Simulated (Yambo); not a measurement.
G0W0@LDA for MgV₂O₆ (space group C2/m, No. 12) in Yambo. Reference settings: 4×4×2 Γ-centred k mesh, bands 4 to 141 and a 6 Ry block in the screening, 141 bands in G with the Bruneval-Gonze terminator, plasmon pole fitted at 27.2 eV. The LDA gap (0, 0, -0.5) → (0, -0.5, 0) on this mesh is 2.50 eV; G0W0 gaps are taken between the same points.

Gap ((0, 0, -0.5) → (0, -0.5, 0)) in eV against the number of bands and the screening block, terminator on:

```
bands (W and G)   2 Ry   3 Ry   4 Ry   5 Ry   6 Ry
---------------  -----  -----  -----  -----  -----
51               5.791  5.285  5.086  4.898  4.822
67               5.615  5.090  4.892  4.707  4.635
88               5.600  5.068  4.869  4.686  4.619
114              5.605  5.066  4.870  4.695  4.633
141                  –      –      –      –  4.636
```

Rough cost of the Yambo step against the reference (shared machines):

| bands (W and G) | 2 Ry | 3 Ry | 4 Ry | 5 Ry | 6 Ry |
|---|---|---|---|---|---|
| 51 | 1/6 | 1/6 | 1/6 | 1/5 | 1/5 |
| 67 | 1/4 | 1/3 | 1/3 | 1/3 | 1/3 |
| 88 | 1/2 | 1/2 | 1/2 | 1/2 | ~1 |
| 114 | ~1 | ~1 | ~1 | ~1 | ~1 |
| 141 | – | – | – | – | 1 |

The 3d shell has no Hubbard U; the runs are without spin polarisation, and magnetic order was not tried.

Geometry of the Materials Project entry, not relaxed at this level; primitive cell a = b = 5.1937 Å, c = 7.0555 Å, α = β = 105.13°, γ = 39.80°.
